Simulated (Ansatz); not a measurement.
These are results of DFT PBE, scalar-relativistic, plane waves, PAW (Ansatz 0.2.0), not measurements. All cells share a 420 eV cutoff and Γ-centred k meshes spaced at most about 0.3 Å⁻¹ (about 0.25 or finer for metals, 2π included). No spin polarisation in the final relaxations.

These are static total energies at zero pressure.

Two forms of Sr₃Bi were relaxed alike.

A.

```
CELL_PARAMETERS angstrom
7.50483 0.00000 0.00000
-3.75242 6.49938 0.00000
0.00000 0.00000 4.56624
ATOMIC_POSITIONS crystal
Sr 0.67164 0.00000 0.50000
Sr 0.00000 0.67164 0.50000
Sr 0.32836 0.32836 0.50000
Bi 0.00000 0.00000 0.00000
```

B.

```
CELL_PARAMETERS angstrom
4.76701 0.00000 0.00000
-2.38350 4.12835 0.00000
0.00000 0.00000 10.88432
ATOMIC_POSITIONS crystal
Sr 0.66667 0.33333 0.50000
Sr 0.33333 0.66667 0.17334
Sr 0.33333 0.66667 0.82666
Bi 0.66667 0.33333 0.00000
```

**Question.** Which would you expect to be lower, and how large is the difference?

**Answer.** B is lower, by 43 meV/atom. A has space group P-62m (No. 189), 55.7 Å³/atom and no gap on its mesh; B has space group P-6m2 (No. 187), 53.6 Å³/atom and no gap. Counting all near atoms (those within 1.25 times the shortest distance at each site; a plus sign parts nearer from farther groups; a slash parts the counts of unlike sites), A has Sr 2, Bi 6 and B has Sr 3+1/12+2, Bi 6. The denser one is the lower, and pressure would at first widen the difference. Both come from invented guesses.

Spin–orbit coupling, which can matter for Bi, is left out. A magnetic state wasn't ruled out in cells without spin, among them P-6m2. Cells relaxed within their symmetry can be saddle points.
